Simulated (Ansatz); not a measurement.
YF₂:
```cif
data_F4Y2
_chemical_formula_sum 'Y2 F4'
_space_group_name_H-M_alt 'P63/mmc'
_space_group_IT_number 194
_space_group_name_Hall '-P 6c 2c'
_cell_length_a 3.39099
_cell_length_b 3.39099
_cell_length_c 9.36014
_cell_angle_alpha 90.000
_cell_angle_beta 90.000
_cell_angle_gamma 120.000
loop_
_atom_site_label
_atom_site_type_symbol
_atom_site_symmetry_multiplicity
_atom_site_Wyckoff_symbol
_atom_site_fract_x
_atom_site_fract_y
_atom_site_fract_z
_atom_site_occupancy
Y1 Y 2 b 0.00000 0.00000 0.25000 1
F1 F 4 f 0.33333 0.66667 0.11266 1
```

Relaxed at zero pressure with DFT-r²SCAN+D4 in the program Ansatz with PAW potentials.

Question: The volume is raised by 3 % and shape and atoms relax at that volume. What pressure results, and how do the axes share the change?

Answer: -0.6 GPa; a 0.1 %, b 0.1 %, c 2.8 %; the energy rises by 1 meV/atom.

Question: Give the new structure.

Answer: 
Space group P6₃/mmc (No. 194); a = b = 3.3938 Å, c = 9.6251 Å, α = β = 90.00°, γ = 120.00°

```csv
atom,site,symmetry,x,y,z
Y,2b,-6m2,0.0000,0.0000,0.2500
F,4f,3m.,0.3333,0.6667,0.1159
```

The phase is kept; no other phase was compared at this pressure.

Space group P6_3/mmc. The start of the workflow was typed in or built on a structure type; neither database checked (COD, Materials Project) lists it. Its standing as an ambient phase is unchecked. The cell was relaxed with r²SCAN+D4 under the symmetry of its start; its stability against distortions is not shown here. No spin polarisation was allowed.

Potentials: the earlier of the program's two PAW sets. The files were generated under PBE; for other functionals the program regenerates the frozen cores, and for LDA and PBEsol the local potential too.
